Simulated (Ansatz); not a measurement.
Input and output of a relaxation of cell and atoms on GaAs3N4 on the sites of MgZn3S4 (No. 6) (Ansatz, r2SCAN+rVV10). The starting cell comes from a relaxation with PBEsol.

```yaml
crystal:
  lattice:
    - [5.5759454771, 0.0, -0.0961767581]
    - [0.0, 2.9947907045, 0.0]
    - [-0.106637166, 0.0, 7.5615568175]
  atoms:
    - { symbol: Ga, position: [0.5401908477, 0.0, 0.6100073539] }
    - { symbol: As, position: [0.4262004326, 0.5, 0.2106278647] }
    - { symbol: As, position: [1.0274514123, 0.5, 0.7847047623] }
    - { symbol: As, position: [0.9822059754, 0.0, 0.4096692687] }
    - { symbol: "N", position: [0.1808490027, 0.0, 0.6538747063] }
    - { symbol: "N", position: [0.1071687694, 0.5, 0.2924364861] }
    - { symbol: "N", position: [0.716401428, 0.5, 0.6913055597] }
    - { symbol: "N", position: [0.5155311319, 0.0, 0.3473749883] }
kpoints:
  mp_grid: { grid: [4, 8, 4] }
hamiltonian:
  xc: r2scan
  dispersion: rvv10
scf:
  occupations: { method: fermi_dirac, width: 0.03 }
relax:
  f_tol: 0.01
  cell: {}
  max_steps: 120
```

In the abridged output below, numbers in square brackets stand for lines, or ends of lines, that were taken out.
```
Pseudopotential: Ga, paw, valence charge 13, recommended cutoff 500 eV (meta_gga)
Pseudopotential: As, paw, valence charge 15, recommended cutoff 500 eV (meta_gga)
Pseudopotential: N, paw, valence charge 5, recommended cutoff 500 eV (meta_gga)
Functional definition: r2SCAN+rVV10
Crystal: 8 atoms, lattice volume = 126.238 Å³
Basis set: ecut = 500 eV, 3207 PW (Γ)
Bands: 47, of which v1, the nominal top of the filled ones, is band 39 counted from 1 (38 counted from 0)
[1]
rVV10 density: all electrons in the spheres
relax step 1: F+E_penalty+E_count = -19915.08172987 eV  max|allowed force component| = 3.067e-1 eV/Å  Δτ_max = 0.0000 Å  P = -1.016 GPa  Ω = 126.238 Å³
--- Relaxed structure (9 steps of the walk, 9 accepted, 1 SCFs on fresh bases) ---
[2]
```

Problem. Fill in the blanks. They hold the relaxed structure, the symmetry found.

Solution.
```
[1]
Symmetry: 2 space group operations
Space group: Pm (ITA 6)
[2]
  F+E_penalty+E_count = -19915.10902975 eV   max|allowed force component| = 5.156e-3 eV/Å
  cell:  # Å, volume = 122.1176 Å³
    - [5.601623, 0.000000, 0.023456]
    - [0.000000, 2.986678, 0.000000]
    - [0.050584, 0.000000, 7.299423]
  atoms:
    - { symbol: Ga, position: [0.533939, 0.000000, 0.614269] }
    - { symbol: As, position: [0.445510, 0.500000, 0.202481] }
    - { symbol: As, position: [1.007825, 0.500000, 0.793067] }
    - { symbol: As, position: [0.992380, 0.000000, 0.404536] }
    - { symbol: N, position: [0.168980, 0.000000, 0.656954] }
    - { symbol: N, position: [0.123187, 0.500000, 0.286317] }
    - { symbol: N, position: [0.704147, 0.500000, 0.698518] }
    - { symbol: N, position: [0.520032, 0.000000, 0.343858] }
```
Only the leading digits can be foreseen; the rest is this run's record.

In 9 steps the volume changed by -3.3 %; between the first SCF and the last, each on a basis chosen for its cell, the energy fell by 3.4 meV an atom. At the end: the symmetry is Pm (No. 6, monoclinic); conventional cell a = 5.602 Å, b = 2.987 Å, c = 7.300 Å, β = 90.6°, 15.26 Å³ an atom. Ga is surrounded by 4 N at 1.88–2.06 Å; As is surrounded by 3 N at 1.87–1.90 Å; As is surrounded by 3 N at 1.84–2.00 Å; As is surrounded by 3 N at 1.87–2.10 Å; N is surrounded by 3 As at 2.00–2.10 Å and 1 Ga at 2.06 Å; N is surrounded by 3 As at 1.87–1.90 Å; N is surrounded by 1 As at 1.84 Å and 2 Ga at 1.88 Å; N is surrounded by 2 As at 1.87 Å and 1 Ga at 1.98 Å.

Command: `ansatz run input.yaml --threads 4 --pin off --max-ram 4608MiB --backend cpu --events-out ev --progress --plain --runs-dir out`.

Problem. It ran on 4 threads of Arm Neoverse V1, with other jobs on the host. About how long did it take, and what peak of host memory did it reach?

Solution. About 3.6 min, with a peak of 0.92 GiB.

Computed, not measured; no magnetism was allowed, and whether the structure is a known phase isn't checked.
